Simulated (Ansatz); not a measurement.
Crystals of one structure type (rock salt), relaxed and computed with HSE06 (plane waves, PAW; program Ansatz).

| crystal | a (Å) | gap (eV) | B₀ by P(V) fit (GPa) |
|---|---|---|---|
| LiH | 3.986 | 3.96 | 37.6 |
| NaH | 4.804 | 4.84 | 24.1 |
| NaF | 4.638 | 8.46 | 49.3 |
| NaI | 6.489 | 4.65 | 15.8 |

All cells were relaxed under the symmetry of their starts (and spin orders); stability against distortions was not tested throughout. Scalar-relativistic: spin–orbit coupling is off unless named, which matters more the heavier the elements.

Potentials: the later of the program's two PAW sets.
